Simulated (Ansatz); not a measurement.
Sr (fcc, Cu type)

```xyz
1
Lattice="0.0000 3.0145 3.0145 3.0145 0.0000 3.0145 3.0145 3.0145 0.0000" Properties=species:S:1:pos:R:3 pbc="T T T"
Sr     0.0000     0.0000     0.0000
```

Level of theory: PBE (plane waves to 420 eV, PAW, scalar-relativistic; Ansatz, a quantum-chemistry and plane-wave program). Harmonic phonons by density-functional perturbation theory on a 14×14×14 k mesh, in cm⁻¹ and rounded to 5; i marks imaginary ones, q is in fractions of the reciprocal vectors of the cell shown, and the three acoustic modes at Γ are left out. Sr was relaxed with its symmetry unable to fall.

Does any mode at L = (0.5, 0.0, 0.0), X = (0.5, 0.5, 0.0) come out imaginary?

No imaginary mode at these points (lowest 50 cm⁻¹ at L = (0.5, 0.0, 0.0)); other wave vectors were not tested.

List the wavenumbers at L = (0.5, 0.0, 0.0), X = (0.5, 0.5, 0.0), with degeneracies.


| q | wavenumbers (cm⁻¹) |
|---|---|
| L = (0.5, 0.0, 0.0) | 50 (×2), 95 |
| X = (0.5, 0.5, 0.0) | 80 (×2), 105 |
